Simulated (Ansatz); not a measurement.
A geometry of Co away from equilibrium: step 2 of the relaxation of a relaxed Co cell, doubled along one cell vector, shaken by Gaussian noise of σ = 0.08 Å a coordinate. Level of theory: PBE (plane waves to 420 eV, PAW, scalar-relativistic; Ansatz, a quantum-chemistry and plane-wave program). Γ-centred k-mesh 15×8×8 on the run's cell (coarser than for final values), Fermi–Dirac smearing 0.05 eV.

```xyz
4
Lattice="2.4996 -0.0066 -0.0009 -2.5109 4.2820 -0.0040 -0.0014 -0.0045 4.0452" Properties=species:S:1:pos:R:3:forces:R:3 pbc="T T T" free_energy=-20504.404 pressure_GPa=4.0
Co     0.0204     1.3212     2.9236    0.0310    0.9153    0.5605
Co    -1.2337     3.5865     2.9875   -0.1581   -0.9685   -0.1264
Co     1.2633     0.7930     0.9596   -0.2076   -1.4818   -0.3689
Co    -0.0592     2.7561     0.9581    0.3347    1.5350   -0.0653
```

Positions in Å, forces in eV/Å, free energy of the cell in eV (comparable only within this code, potentials and settings). Largest force: 1.57 eV/Å, on Co4 (atoms numbered as listed); the geometry lies 0.06 eV/atom above the end of its relaxation.

Spin-polarised start, with parallel moments on Co.

Spin state reached: ferromagnetic (net 1.61 μB/atom), from parallel starting moments; other spin orders were not run from this start.
